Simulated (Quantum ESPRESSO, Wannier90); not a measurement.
## Wannier functions of Sn (diamond)

```
Sn
1.0
    0.00000     3.28498     3.28498
    3.28498     0.00000     3.28498
    3.28498     3.28498     0.00000
Sn
2
Direct
  0.50000   0.50000   0.50000
  0.75000   0.75000   0.75000
```

Cell from Materials Project (mp-117), symmetrised, no further relaxation. COD (Crystallography Open Database) has the formula in 5 space groups, this one among them (matched by group alone). Method: PBEsol plane waves in Quantum ESPRESSO 7.5 (PseudoDojo norm-conserving files, 58 Ry, no spin polarisation, no spin-orbit coupling), Bloch states on a 8×8×8 mesh through Γ, Wannier90 4.0.1. Density: 12×12×12 mesh, cold smearing 0.01 Ry. Spin-orbit coupling is left out although heavy elements are present.

The lattice is scaled uniformly with fixed fractional positions, and at each scale an atom-like model (Sn sp; disentangled, num_iter = 0) is made. Listed is the largest hopping of each kind of orbital pair shown, with the distance of the two functions' centres at scale 1; the mesh was not varied.

```
scale  modulus of t, Sn1 s–Sn2 s at 2.84 Å (eV)  modulus of t, Sn1 pz–Sn2 px at 2.84 Å (eV)  modulus of t, Sn1 s–Sn2 px at 2.84 Å (eV)
-----  ----------------------------------------  ------------------------------------------  -----------------------------------------
0.950                                     1.407                                       1.188                                      1.234
0.975                                     1.275                                       1.130                                      1.145
1.000                                     1.153                                       1.072                                      1.062
1.025                                     1.041                                       1.014                                      0.983
1.050                                     0.940                                       0.958                                      0.909
```

### Question
With |t| ∝ d^(−η), find η for each hopping from the ends of the series.

### Answer
- Sn1 s–Sn2 s at 2.84 Å: η = −ln(0.940/1.407)/ln(1.050/0.950) = 4.0
- Sn1 pz–Sn2 px at 2.84 Å: η = −ln(0.958/1.188)/ln(1.050/0.950) = 2.1
- Sn1 s–Sn2 px at 2.84 Å: η = −ln(0.909/1.234)/ln(1.050/0.950) = 3.1
Harrison's rules would take η = 2.0, 2.0, 2.0 for these pairs; they describe atomic orbitals, while these are orthogonalised and change shape with the volume.
